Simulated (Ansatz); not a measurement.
SrMgF4:
```yaml
crystal:
  lattice:
    - [1.96478, -7.24050, 0.00000]
    - [1.96478, 7.24050, 0.00000]
    - [0.00000, 0.00000, 5.60540]
  atoms:
    - { symbol: Sr, position: [0.34022, 0.65978, 0.03930] }
    - { symbol: Sr, position: [0.65978, 0.34022, 0.53930] }
    - { symbol: Mg, position: [0.91603, 0.08397, 0.59491] }
    - { symbol: Mg, position: [0.08397, 0.91603, 0.09491] }
    - { symbol: F, position: [0.83860, 0.16140, 0.30822] }
    - { symbol: F, position: [0.16140, 0.83860, 0.80822] }
    - { symbol: F, position: [0.03525, 0.96475, 0.43369] }
    - { symbol: F, position: [0.96475, 0.03525, 0.93369] }
    - { symbol: F, position: [0.79788, 0.20212, 0.78724] }
    - { symbol: F, position: [0.20212, 0.79788, 0.28724] }
    - { symbol: F, position: [0.41421, 0.58579, 0.61964] }
    - { symbol: F, position: [0.58579, 0.41421, 0.11964] }
```

Relaxed with PBEsol. Independent-particle spectrum: no excitons, no local fields, no scissors shift; 0.1 eV broadening; ε₁ of the summed bands alone.

Tabulate the dielectric function from PBEsol (plane waves, PAW; program Ansatz).



| E (eV) | ε₁ xx | ε₂ xx | ε₁ yy | ε₂ yy | ε₁ zz | ε₂ zz |
|---|---|---|---|---|---|---|
| 0.0 | 2.13 | 0.00 | 2.07 | 0.00 | 2.12 | 0.00 |
| 0.4 | 2.13 | 0.00 | 2.07 | 0.00 | 2.12 | 0.00 |
| 0.8 | 2.14 | 0.00 | 2.07 | 0.00 | 2.12 | 0.00 |
| 1.2 | 2.14 | 0.00 | 2.08 | 0.00 | 2.13 | 0.00 |
| 1.6 | 2.15 | 0.00 | 2.08 | 0.00 | 2.13 | 0.00 |
| 2.0 | 2.16 | 0.00 | 2.09 | 0.00 | 2.15 | 0.00 |
| 2.4 | 2.17 | 0.00 | 2.11 | 0.00 | 2.16 | 0.00 |
| 2.8 | 2.19 | 0.00 | 2.12 | 0.00 | 2.17 | 0.00 |
| 3.2 | 2.21 | 0.00 | 2.14 | 0.00 | 2.19 | 0.00 |
| 3.6 | 2.23 | 0.00 | 2.16 | 0.00 | 2.21 | 0.00 |
| 4.0 | 2.26 | 0.00 | 2.19 | 0.00 | 2.24 | 0.00 |
| 4.4 | 2.29 | 0.00 | 2.22 | 0.00 | 2.27 | 0.00 |
| 4.8 | 2.33 | 0.00 | 2.26 | 0.00 | 2.31 | 0.00 |
| 5.2 | 2.38 | 0.00 | 2.30 | 0.00 | 2.36 | 0.00 |
| 5.6 | 2.43 | 0.00 | 2.36 | 0.00 | 2.41 | 0.00 |
| 6.0 | 2.50 | 0.00 | 2.43 | 0.00 | 2.48 | 0.00 |
| 6.4 | 2.60 | 0.00 | 2.54 | 0.00 | 2.58 | 0.00 |
| 6.8 | 2.75 | 0.00 | 2.77 | 0.03 | 2.74 | 0.00 |
| 7.2 | 2.99 | 0.21 | 2.86 | 0.32 | 2.94 | 0.23 |
| 7.6 | 2.99 | 0.39 | 2.83 | 0.47 | 2.94 | 0.40 |
| 8.0 | 3.00 | 0.51 | 2.83 | 0.58 | 2.95 | 0.52 |
| 8.4 | 3.00 | 0.58 | 2.83 | 0.66 | 2.97 | 0.58 |
| 8.8 | 3.14 | 0.71 | 2.96 | 0.80 | 3.12 | 0.68 |
| 9.2 | 3.23 | 0.91 | 2.78 | 1.30 | 3.19 | 0.85 |
| 9.6 | 3.50 | 1.04 | 2.98 | 0.83 | 3.37 | 1.14 |
| 10.0 | 3.48 | 1.63 | 2.86 | 1.38 | 3.29 | 1.74 |
| 10.4 | 3.19 | 2.43 | 3.17 | 1.70 | 3.22 | 2.34 |
| 10.8 | 3.33 | 2.40 | 2.84 | 2.04 | 2.90 | 2.26 |
| 11.2 | 1.77 | 3.47 | 1.82 | 2.98 | 1.92 | 2.81 |
| 11.6 | 1.04 | 2.81 | 0.88 | 2.66 | 1.59 | 3.04 |
| 12.0 | 1.21 | 2.35 | 0.72 | 1.67 | 1.11 | 2.46 |

From ε at 7.1 eV (xx: 2.98 + 0.11i), find n, k, the normal reflectivity and the absorption coefficient.

n = 1.73, k = 0.032, R = 7 %, α = 2kE/ħc = 23000 cm⁻¹.

With all bands, ε∞ without local fields is 2.31 (xx), 2.25 (yy), 2.29 (zz). DFPT, with local fields, gives 2.24 (xx), 2.16 (yy), 2.21 (zz).

Space group Cmc2_1. The workflow started from a Materials Project entry (that database holds measured and hypothetical structures alike); the Crystallography Open Database files this formula in space group No. 36, but the cells were not matched. Whether it is the stable phase at ambient conditions was not checked. The cell was relaxed with PBEsol under the symmetry of its start; of distortions, only those at the zone centre were tested. Scalar-relativistic: spin–orbit coupling is off unless named, which matters more the heavier the elements.

Potentials: the later of the program's two PAW sets.
